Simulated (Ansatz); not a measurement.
# KBr: relaxation of cell and atoms

Method: Ansatz 0.2.0, DFT, PBE, all-electron LAPW, scalar-relativistic.

Command: `ansatz run input.yaml --threads 1 --pin off --max-ram 2048MiB --backend cpu --events-out ev --progress --plain --runs-dir out` The run took about 14 s on 1 thread of a shared machine.

```yaml
crystal:
  lattice:
    - [0.0, 3.3801514882, 3.3801514882]
    - [3.3801514882, 0.0, 3.3801514882]
    - [3.3801514882, 3.3801514882, 0.0]
  atoms:
    - { symbol: K, position: [0.0, 0.0, 0.0] }
    - { symbol: Br, position: [0.5, 0.5, 0.5] }
kpoints:
  mp_grid: { grid: [7, 7, 7] }
scf:
  occupations: { method: fermi_dirac, width: 0.02 }
hamiltonian:
  xc: pbe
  pseudopotentials: { kind: all_electron, lapw: { basis_error: 0.001 } }
output:
  forces: true
  stress: true
relax:
  f_tol: 0.005
  max_steps: 80
  cell: {}
```

Structure from Materials Project entry mp-23251 (possibly hypothetical). The listed cell was then made from it by scaling, straining or moving an atom.

Each frame lists the cell vectors (Å), then Cartesian positions (Å); symmetry keeps all forces zero. Free energies count from the first step, -87313.3074 eV.

The walk took 4 evaluations in all; steps that aren't listed are left out.

Step 1: E = 0.0 meV, P = -0.31 GPa

```
cell 0.0000 3.3802 3.3802 3.3802 0.0000 3.3802 3.3802 3.3802 0.0000
K     0.0000    0.0000    0.0000
Br    3.3802    3.3802    3.3802
```

Step 2: E = -1.2 meV, P = -0.19 GPa

```
cell 0.0000 3.3692 3.3692 3.3692 0.0000 3.3692 3.3692 3.3692 0.0000
K     0.0000    0.0000    0.0000
Br    3.3692    3.3692    3.3692
```

Question: How does the relaxation end?

Answer: It converges, with a = 6.704 Å, b = 6.704 Å, c = 6.704 Å, α = 90.00°, β = 90.00°, γ = 90.00° (conventional cell, space group Fm-3m). The last solve (on a basis chosen afresh for the final cell, so its energy is not quite comparable) gives E = -1.9 meV, P = 0.01 GPa:
```
cell 0.0000 3.3519 3.3519 3.3519 0.0000 3.3519 3.3519 3.3519 0.0000
K     0.0000    0.0000    0.0000
Br    3.3519    3.3519    3.3519
```
